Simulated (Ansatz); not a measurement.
AlNi:
Space group Cmcm (No. 63); a = 2.640 Å, b = 9.297 Å, c = 3.972 Å, α = β = γ = 90.00°

```tsv
atom	site	symmetry	x	y	z
Al	4c	m2m	0.0000	0.3440	0.2500
Ni	4c	m2m	0.0000	0.0781	0.2500
```
(The calculation used a cell of 4 atoms; values per cell refer to that cell.)

Relaxed at zero pressure with the program Ansatz at the r²SCAN level (PAW).

Problem. The volume is lowered by 6 % and shape and atoms relax at that volume. What pressure results, and how do the axes share the change?

Solution. 11.5 GPa; a -2.3 %, b -2.0 %, c -1.8 %; the energy rises by 25 meV/atom.

Problem. Give the new structure.

Solution. 
Space group Cmcm (No. 63); a = 2.578 Å, b = 9.112 Å, c = 3.901 Å, α = 90.00°, β = 90.00°, γ = 90.00°

| atom | site | symmetry | x | y | z |
|---|---|---|---|---|---|
| Al | 4c | m2m | 0.0000 | 0.3425 | 0.2500 |
| Ni | 4c | m2m | 0.0000 | 0.0781 | 0.2500 |

The phase is kept; no other phase was compared at this pressure.

The start of the workflow was typed in or built on a structure type; neither database checked (COD, Materials Project) lists it. It is not the phase usual at ambient conditions (space group No. 221). The cell was relaxed with r²SCAN under the symmetry of its start; its stability against distortions is not shown here. The workflow began spin-polarised and lost its moments. Axis ratios of metals converge slowly with the k-mesh, so a and c are less sure than the volume.

Potentials: the later of the program's two PAW sets.
